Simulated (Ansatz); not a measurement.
Relaxed BN (wurtzite):

```xyz
4
Lattice="2.5545 0.0000 0.0000 -1.2773 2.2123 0.0000 0.0000 0.0000 4.2246" Properties=species:S:1:pos:R:3 pbc="T T T"
B      1.2773     0.7374     4.2242
B      0.0000     1.4749     2.1119
N      1.2773     0.7374     2.6416
N      0.0000     1.4749     0.5293
```

Two-dimensional scan of atom 1 (B, nearest neighbour N at 1.567 Å; its periodic images, 2.6 Å or more away, move with it): u runs along (1.000, 0.000, 0.000), v along (0.000, 1.000, 0.000) (Cartesian). Cell and other atoms are fixed.

Calculation: PBE (plane waves to 420 eV, PAW, scalar-relativistic; Ansatz, an electronic-structure program). k mesh 12×12×6 (Γ-centred), Fermi-Dirac smearing 0.05 eV. Energies are smeared free energies. Points where atoms come too close for the PAW data are left out (x in tables, blank in figures). BN was relaxed with its symmetry unable to fall.

Changes of ΔE (meV/cell) from the point u = 0.000 Å, v = 0.000 Å when one coordinate moves alone (two changes are said to add if the coupling is within 5 % of the smaller one, nearly so within 20 %):

```csv
point,change
"u = 0.000 Å, v = -0.260 Å",1036.3
"u = -0.520 Å, v = 0.000 Å",3319.1
"u = -0.260 Å, v = 0.000 Å",823.7
"u = 0.260 Å, v = 0.000 Å",823.7
"u = 0.520 Å, v = 0.000 Å",3319.1
"u = 0.000 Å, v = 0.260 Å",619.8
"u = 0.000 Å, v = 0.520 Å",1725.1
```

### Question
Do the two effects add at u = -0.520 Å, v = -0.260 Å? Give the computed change.

### Answer
The sum of the single changes is 3319.1 + (1036.3) = 4355.4; the calculation gives 2001.5, so the coupling contributes -2353.9 (over 20 % of the smaller single change, not additive).

### Question
Do the two effects add at u = -0.260 Å, v = 0.520 Å? Give the computed change.

### Answer
The sum of the single changes is 823.7 + (1725.1) = 2548.8; the calculation gives 3718.7, so the coupling contributes 1169.9 (over 20 % of the smaller single change, not additive).

### Question
What is the change at u = 0.260 Å, v = 0.260 Å, where both move, and how far is it from the sum?

### Answer
The sum of the single changes is 823.7 + (619.8) = 1443.5; the calculation gives 2095.1, so the coupling contributes 651.6 (over 20 % of the smaller single change, not additive).

(A displaced cell: forces are minus the slopes of the energy, force constants its curvatures, and phonons follow from these.)
